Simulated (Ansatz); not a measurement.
Y:
```yaml
crystal:
  lattice:
    - [3.59953, 0.00000, 0.00000]
    - [-1.79976, 3.11728, 0.00000]
    - [0.00000, 0.00000, 5.57923]
  atoms:
    - { symbol: Y, position: [0.33333, 0.66667, 0.25000] }
    - { symbol: Y, position: [0.66667, 0.33333, 0.75000] }
```

Relaxed with PBEsol. Special points in fractions of this cell's reciprocal vectors: Γ (0.000, 0.000, 0.000); M (0.500, 0.000, 0.000); K (0.333, 0.333, 0.000); A (0.000, 0.000, 0.500); L (0.500, 0.000, 0.500); H (0.333, 0.333, 0.500).

Problem. List the band energies nearest the Fermi level at these points for DFT-PBEsol with spin–orbit coupling in the program Ansatz with PAW potentials.

Solution. In eV from the Fermi level; about four levels below and three above (degenerate sets whole), none deeper than 8.9 eV; points with the same levels are listed once.

| k | below | above |
|---|---|---|
| Γ | -4.74 -4.74 -1.93 -1.93 | 1.12 1.12 1.72 1.72 |
| M | -0.88 -0.88 -0.06 -0.06 | 1.42 1.42 1.51 1.51 |
| K | -0.65 -0.65 -0.47 -0.47 | 1.11 1.11 1.13 1.13 |
| A | -3.23 -3.23 -3.23 -3.23 | 1.00 1.00 1.00 1.00 |
| L | -1.73 -1.73 -1.73 -1.73 | 0.07 0.07 0.07 0.07 |
| H | -0.42 -0.42 -0.38 -0.38 | 0.43 0.43 0.50 0.50 |

Space group P6_3/mmc (hcp (Mg type)). The PBEsol relaxation kept the symmetry of its start; phonons on a q-mesh show no instability. The workflow began spin-polarised and lost its moments.

Potentials: the earlier of the program's two PAW sets.
